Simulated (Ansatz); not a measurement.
## Trial structures of Cd4InO: starts and ends

Computed with Ansatz, DFT PBE, scalar-relativistic, plane waves, PAW. Settings: cutoff 420 eV, Γ-centred meshes spaced at most about 0.3 Å⁻¹, and about 0.25 Å⁻¹ or finer for metals (2π included), Gaussian smearing. Collinear spin in cells that started with moments and kept them past the coarse steps, no spin elsewhere.

Each guess was relaxed in cell and atoms at zero pressure, within the symmetry of its start. Temperature and zero-point effects are left out. Coordination counts Cd or In atoms around O (for each partner element, those within 1.25 times its shortest distance or 1.15 times the sum of covalent radii, where it is the nearest in units of that sum or under 1.3; a plus sign parts groups by distance over the sum of covalent radii; the shortest distance is added where it exceeds 1.18 times the sum of covalent radii).

| guess | made from | start group | V start (Å³/atom) | end group | V end (Å³/atom) | coordination at the end | gap on mesh (eV) | largest moment (μB) | E over the lowest end (meV/atom) |
| --- | --- | --- | --- | --- | --- | --- | --- | --- | --- |
| 1 | MnFeSi4 type | P4/mmm | 19.6 | P4/mmm | 21.2 | O 8 from 2.6 Å | 0 | - | 0 |
| 2 | HoCo4Ni type | P-6m2 | 23.3 | P-6m2 | 24.8 | O 3+12 from 3.2 Å | 0 | 0.8 | 478 |
| 3 | TiCrB4 type | P6/mmm | 18.5 | P6/mmm | 22.3 | O 2 from 2.7 Å | 0 | - | 302 |
| 4 | CsBH4 type | F-43m | 23.6 | F-43m | 31.3 | O 4 | 0 | - | 93 |
| 5 | random cell | P6/mmm | 21.3 | ? | ? | ? | ? | ? | ? |

Guess 5 as it starts:

```
Cd In O
1.0
     4.37540    0.00000    0.00000
    -2.18770    3.78921    0.00000
     0.00000    0.00000    7.71685
Cd In O
4 1 1
Direct
  0.33333 0.66667 0.00000
  0.66667 0.33333 0.00000
  0.33333 0.66667 0.50000
  0.66667 0.33333 0.50000
  0.00000 0.00000 0.50000
  0.00000 0.00000 0.00000
```

Q: Fill in the missing row: what does this guess relax into, and where does it rank?

A: It ends in space group P6/mmm (No. 191), with a = 5.137 Å, c = 5.703 Å, 21.7 Å³/atom and no gap, with moments up to 0.4 μB. It lies 225 meV/atom over the lowest end, above guess 4 and below guess 3. Counting Cd or In atoms around O, this end has O 2 from 2.9 Å and the lowest (guess 1) has O 8 from 2.6 Å.

```cif
data_structure
_symmetry_space_group_name_H-M 'P 1'
_symmetry_Int_Tables_number 1
_cell_length_a 5.1369
_cell_length_b 5.1369
_cell_length_c 5.7031
_cell_angle_alpha 90.000
_cell_angle_beta 90.000
_cell_angle_gamma 120.000
_cell_volume 130.33
loop_
_atom_site_label
_atom_site_type_symbol
_atom_site_fract_x
_atom_site_fract_y
_atom_site_fract_z
_atom_site_occupancy
Cd1 Cd 0.33333 0.66667 0.00000 1
Cd2 Cd 0.66667 0.33333 0.00000 1
Cd3 Cd 0.33333 0.66667 0.50000 1
Cd4 Cd 0.66667 0.33333 0.50000 1
In1 In 0.00000 0.00000 0.50000 1
O1 O 0.00000 0.00000 0.00000 1
```

Formation energies are uncorrected and refer to the elements' standard structures at the same level (O₂ as a molecule).

Q: Is the lowest end bound against the elements?

A: Yes: its formation energy is −0.13 eV/atom. A negative formation energy is needed for stability but isn't enough: competing phases decide.

The magnetic state reached may not be the lowest. Cells relaxed within their symmetry can be saddle points. A lower structure may well exist outside this small set. Some structure types and database cells were kept out of the candidates from the start, so a known form may be missing.
